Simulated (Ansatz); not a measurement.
The relaxed structure here is a generated cell of InSe: the first start was made by a random draw of sites in a space group, and the end was not matched to a known phase here, so it may be hypothetical. Known forms of InSe include space group No. 194.

The end point of a relaxation of InSe. Method: PBEsol (plane waves to 420 eV, PAW, scalar-relativistic; Ansatz, an electronic-structure program).

```xyz
12
Lattice="7.8608 0.0000 0.0000 0.0000 4.1418 0.0000 -0.7623 0.0000 10.6620" Properties=species:S:1:pos:R:3 pbc="T T T"
In     1.5351     2.0709     1.9539
In     4.3523     2.0709     6.9978
In     5.0306     0.0000     3.0137
In     0.1534     0.0000     9.4922
In     5.5382     2.0709     0.3000
In     0.7065     2.0709     5.6473
Se     2.8519     2.0709     4.1140
Se     5.4848     0.0000     8.8403
Se    -0.0247     0.0000     1.5861
Se     1.4323     0.0000     7.1149
Se     1.7714     2.0709    10.1643
Se     6.2028     2.0709     4.7032
```

**Question.** Find the space group and the Wyckoff positions (tolerance 0.01 Å).

**Answer.** Space group Pm (No. 6); a = 7.861 Å, b = 4.142 Å, c = 10.689 Å, α = γ = 90.00°, β = 94.09°

```
atom  site  symmetry       x       y       z
----  ----  --------  ------  ------  ------
In      1b         m  0.2131  0.5000  0.1833
In      1b         m  0.6173  0.5000  0.6563
In      1a         m  0.6674  0.0000  0.2827
In      1a         m  0.1058  0.0000  0.8903
In      1b         m  0.7073  0.5000  0.0281
In      1b         m  0.1412  0.5000  0.5297
Se      1b         m  0.4002  0.5000  0.3859
Se      1a         m  0.7781  0.0000  0.8291
Se      1a         m  0.0113  0.0000  0.1488
Se      1a         m  0.2469  0.0000  0.6673
Se      1b         m  0.3178  0.5000  0.9533
Se      1b         m  0.8319  0.5000  0.4411
```

**Question.** Give the shortest distances between elements (the closest pairs, up to four, under 3.6 Å).

**Answer.** In–Se 2.53 Å; Se–Se 3.40 Å; In–In 3.45 Å.

* **Volume per atom**: 28.93 Å³
* **Band gap**: 0.36 eV, indirect (valence top at B, conduction bottom at k = (0.2, 0, -0.3333)) (no spin-orbit coupling)
* **Smallest direct gap**: 0.43 eV at B

No spin polarisation in the result.

It was reached from a disturbed copy of a P3₂21 (No. 154) cell, against which it lies -0.23 eV/atom.
